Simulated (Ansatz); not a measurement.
# Rb₂TiRhC₆N₆ (Fm-3m)

All numbers below come from DFT PBE, scalar-relativistic, plane waves, PAW (Ansatz 0.2.0).

Plane waves to 420 eV, a k mesh through Γ of 6×6×6 on the computed 16-atom cell and Gaussian smearing (0.02 eV); collinear spin from starting moments 0.0 0.0 1.1 0.0 0.0 0.0 0.0 0.0 0.0 0.0 0.0 0.0 0.0 0.0 0.0 0.0 μB.

The structure is relaxed at this level of theory with its symmetry kept, and needn't be the ground state of this composition.

```
CELL_PARAMETERS angstrom
0.00000 5.33691 5.33691
5.33691 0.00000 5.33691
5.33691 5.33691 0.00000
ATOMIC_POSITIONS crystal
Rb 0.25000 0.25000 0.25000
Rb 0.75000 0.75000 0.75000
Ti 0.00000 0.00000 0.00000
Rh 0.50000 0.50000 0.50000
C 0.79681 0.20319 0.20319
C 0.20319 0.79681 0.20319
C 0.20319 0.20319 0.79681
C 0.20319 0.79681 0.79681
C 0.79681 0.20319 0.79681
C 0.79681 0.79681 0.20319
N 0.68597 0.31403 0.31403
N 0.31403 0.68597 0.31403
N 0.31403 0.31403 0.68597
N 0.31403 0.68597 0.68597
N 0.68597 0.31403 0.68597
N 0.68597 0.68597 0.31403
```

| Property | Result |
| --- | --- |
| Space group | Fm-3m (No. 225) |
| Volume per atom | 128.2 bohr³ |
| Formation energy from the elements' standard states (uncorrected) | +0.041 eV/atom |
| Kohn–Sham band gap | 0.41 eV |
| Orbital (Löwdin) character of the top 1 eV of the valence band | Ti 3d 56 %, N 2p 27 %, C 2p 13 % |
| Orbital (Löwdin) character of the lowest 1 eV of the conduction band | Rh 4d 29 %, N 2p 24 %, Ti 3d 18 %, N 2s 13 %, C 2p 11 %, unprojected 4 % |
| Total moment | 3.00 μB per cell |
| Moment by site (μB) | Ti3 0.99, Rh4 0.05, N11 0.06, N12 0.06, N13 0.06, N14 0.06, N15 0.06, N16 0.06 |

Only this magnetic start was tried.

The cell was found from a structure generator's guess, not taken from experiment. Kohn–Sham gaps at this level usually fall short of measured ones. Löwdin shares on free-atom orbitals overweight diffuse shells in the empty bands.
